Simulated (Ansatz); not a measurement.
TaC (rock salt)

```cif
data_C4Ta4
_chemical_formula_sum 'C4 Ta4'
_space_group_name_H-M_alt 'Fm-3m'
_space_group_IT_number 225
_space_group_name_Hall '-F 4 2 3'
_cell_length_a 4.47589
_cell_length_b 4.47589
_cell_length_c 4.47589
_cell_angle_alpha 90.000
_cell_angle_beta 90.000
_cell_angle_gamma 90.000
loop_
_atom_site_label
_atom_site_type_symbol
_atom_site_symmetry_multiplicity
_atom_site_Wyckoff_symbol
_atom_site_fract_x
_atom_site_fract_y
_atom_site_fract_z
_atom_site_occupancy
C1 C 4 a 0.00000 0.00000 0.00000 1
Ta1 Ta 4 b 0.50000 0.50000 0.50000 1
```
(The calculation used a cell of 2 atoms; values per cell refer to that cell.)

This relaxed cell (volume V₀) is scaled evenly in all directions, its shape held. Symmetry pins the atoms to their sites.

Method: PBE (plane waves to 420 eV, PAW, scalar-relativistic; Ansatz, a first-principles code). k mesh 18×18×18 (Γ-centred), Fermi-Dirac smearing 0.05 eV. Energies are smeared free energies. Spin-orbit coupling is left out, though Ta is heavy. TaC is run without spin polarisation. TaC was relaxed with its symmetry unable to fall. The PAW data are Ansatz's earlier set. The zero of ΔE is the relaxed starting cell.

Question: Give the computed ΔE (meV/atom) at V/V₀ = 0.900, 1.020, 1.060, 1.080, 1.100.

Answer: 
```tsv
V/V₀	ΔE (meV/atom)
0.900	136
1.020	4
1.060	37
1.080	63
1.100	96
```

(A scan under strain: stresses follow from slopes of the energy per volume, elastic moduli from its curvatures.)
